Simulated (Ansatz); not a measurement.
# Au (P6_3/mmc), axial (c/a) deformation path

Computed with DFT r2SCAN, scalar-relativistic, plane waves, PAW (Ansatz 0.2.0). Cutoff 500 eV, Γ-centred 24×24×14 k-points, Gaussian smearing of 0.15 eV. Spin–orbit coupling is left out, which can shift energies with elements as heavy as these. No spin polarisation. Energies are free energies at this smearing, counted from the undisturbed cell; pressure is positive in compression.

The undisturbed cell (relaxed at this level; with this scan's settings it stands at -0.1 GPa; this form isn't the usual structure):

```yaml
crystal:
  lattice:
    - [2.89029, 0.00000, 0.00000]
    - [-1.44515, 2.50307, 0.00000]
    - [0.00000, 0.00000, 4.86472]
  atoms:
    - { symbol: Au, position: [0.33333, 0.66667, 0.75000] }
    - { symbol: Au, position: [0.66667, 0.33333, 0.25000] }
```

At fixed volume and fractional coordinates, lengths along (0.000, 0.000, 1.000) are scaled against those across it; ρ is that ratio over its starting value. The cell is metallic on the mesh throughout.

```tsv
ρ	ΔE (meV/atom)	pressure (GPa)
0.850	62.3	3.2
0.920	17.5	0.5
0.960	?	?
1.000	0.0	-0.1
1.100	24.8	2.4
1.200	109.7	8.5
```

**Question.** Give the withheld values.

**Answer.** ΔE (meV/atom) at ρ = 0.960: 3.8; pressure (GPa) at ρ = 0.960: -0.1.

Cost: 6 runs of about 3.9 core-minutes in all, on Intel Xeon Platinum 8259CL (Skylake/Cascade Lake) (shared hosts).